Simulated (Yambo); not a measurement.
BSE-type run in Yambo on a free-standing CaI₂ monolayer (symmetry P-3m1, slab cell 16.5 Å high), at zero momentum.

Quantum ESPRESSO step (PBEsol, PseudoDojo standard norm-conserving files, fully relativistic):
```
&CONTROL
  calculation = 'nscf'
  pseudo_dir = './pseudo'
  outdir = './out'
/
&SYSTEM
  ibrav = 0
  nat = 3
  ntyp = 2
  ecutwfc = 70.0
  ecutrho = 280.0
  occupations = 'fixed'
  force_symmorphic = .true.
  nbnd = 138
  noncolin = .true.
  lspinorb = .true.
  assume_isolated = '2D'
/
&ELECTRONS
  conv_thr = 3.0000000000000004e-09
  diago_full_acc = .true.
  diago_thr_init = 1e-08
/
ATOMIC_SPECIES
Ca 40.0780 Ca.upf
I 126.9045 I.upf
CELL_PARAMETERS angstrom
  4.435673381379   0.000000000000   0.000000000000
 -2.217836690689   3.841405831165   0.000000000000
  0.000000000000   0.000000000000  16.500000000000
ATOMIC_POSITIONS crystal
Ca   0.000000000000   0.000000000000   0.000000000000
I   0.333333333333   0.666666666667   0.106452390500
I   0.666666666667   0.333333333333  -0.106452390500
K_POINTS automatic
6 6 1 0 0 0
```

Yambo input:
```
rim_cut
optics
bse
bss
dipoles
RandQpts= 1000000
RandGvec= 2 Ry
CUTGeo= "slab z"
FFTGvecs= 30 Ry
BSKmod= "HARTREE"
BSEmod= "resonant"
BSSmod= "hs"
BSENGexx= 10 Ry
% KfnQP_E
 3.103 | 1.0 | 1.0 |
%
% BSEQptR
 1 | 1 |
%
% BSEBands
 13 | 44 |
%
% BEnRange
 0.0 | 12.2 | eV
%
% BDmRange
 0.1 | 0.1 | eV
%
BEnSteps= 244
% BLongDir
 1.0 | 0.0 | 0.0 |
%
BSHayTrs= -0.02
BSSNEig= 48
WRbsWF
```

From the report:

The dimension is k points × valence × conduction bands = 36 × 12 × 20 = 8640.
```
  [SLEPC] Approach                          : Krylov-Schur
  [SLEPC] Number of requested eigenvalues   :   48
  [SLEPC] Number of eigenvalues        [NEV]:   48
   [K] Dimension                                    :   8640
   [K] Bands                                        :   13   44
   [K] Exchange res                                 : yes
   [K] Correlation res                              : no
   [K] W interaction is bare                        : no
   [K] RL vectors exchange                          :  1021
```

Geometry relaxed with PBEsol.

This is a model layer cut from the bulk structure; whether it is stable on its own was not checked.
